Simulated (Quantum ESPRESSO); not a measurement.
## AlN (P6₃mc) under strain

```
AlN
1.0
    3.12859     0.00000     0.00000
   -1.56429     2.70944     0.00000
    0.00000     0.00000     5.01696
Al N
2 2
Direct
  0.66667   0.33333   0.49929
  0.33333   0.66667   0.99929
  0.66667   0.33333   0.88071
  0.33333   0.66667   0.38071
```
Geometry: a computed entry of the Materials Project; it was not checked against measured cells. It is AlN in P6₃mc. Stability against distortions was not tested.

Isotropic strain: all lattice vectors are scaled together, so the volume changes by about three times as much; fractional positions kept.

Method: shieldings by PBE GIPAW on JTH datasets (Quantum ESPRESSO, modified build), 25 Ha, k-mesh 7×7×4 shifted, f-sum rule met within 0.041 %. Values are those of the named site's first atom. Shieldings are absolute and leave out the bulk-susceptibility term; a larger σ means a smaller chemical shift. By our sweeps, such settings leave a few ppm in absolute σ. The datasets of Al hold no d projectors, which limits absolute σ on these atoms. The structure is static (0 K, no zero-point motion).

Unchanged cell: σ_iso Al (ppm) = 444.9, σ_iso N (ppm) = 118.7.

**Question.** How do these values move along the path (lattice scale factor: 0.98, 0.99, 1.01, 1.02)?

**Answer.** 
```
lattice scale factor  σ_iso Al (ppm)  σ_iso N (ppm)
--------------------  --------------  -------------
0.98                           442.6          124.4
0.99                           443.8          121.6
1                              444.9          118.7
1.01                           445.8          115.3
1.02                           446.7          111.7
```
